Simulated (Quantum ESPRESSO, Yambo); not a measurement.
**Levels of theory for the gap of MgI₂**

MgI2 (CdI2 type, space group P-3m1, No. 164): one geometry, one set of norm-conserving PBEsol (Quantum ESPRESSO, 84 Ry, with spin-orbit coupling) orbitals, self-energies from Yambo (3×3×2 Γ-centred k mesh, bands 9 to 298 and a 7 Ry block in the screening, 298 bands in G with the Bruneval-Gonze terminator, plasmon pole fitted at 27.2 eV).

Cell and atoms were relaxed with PBE+D3(BJ) from Materials Project entry mp-23205, within its symmetry.

```
level                                                        gap Γ → Γ (eV)                   rough Yambo cost
-----------------------------------------------------------  --------------  ---------------------------------
PBEsol (Quantum ESPRESSO)                                              3.27                                  –
exchange only (Hartree-Fock self-energy on PBEsol orbitals)           10.10             about 1/20 (11 states)
static COHSEX@PBEsol                                                   5.73  within a factor of two (2 states)
G0W0@PBEsol, plasmon pole                                              4.93                      1 (11 states)
```

Bare exchange has no screening and gives the widest gap; static COHSEX screens it but leaves out the frequency dependence, which G0W0 restores. The mesh misses a band edge: along a dense path the PBEsol gap is 3.10 eV against 3.27 eV on the mesh. All rows use the PBEsol edge points; in the exchange only run other k points give a smaller gap, 9.97 eV.

Costs are rough ratios of core time on shared machines.

Nearest settings tried, and what they do to the gap: 188 bands in W, 188 bands in G: -33 meV; 6 Ry block (161 vectors against 233): -54 meV. Not varied: mesh. So the settings aren't converged at that level. The k mesh is coarse.
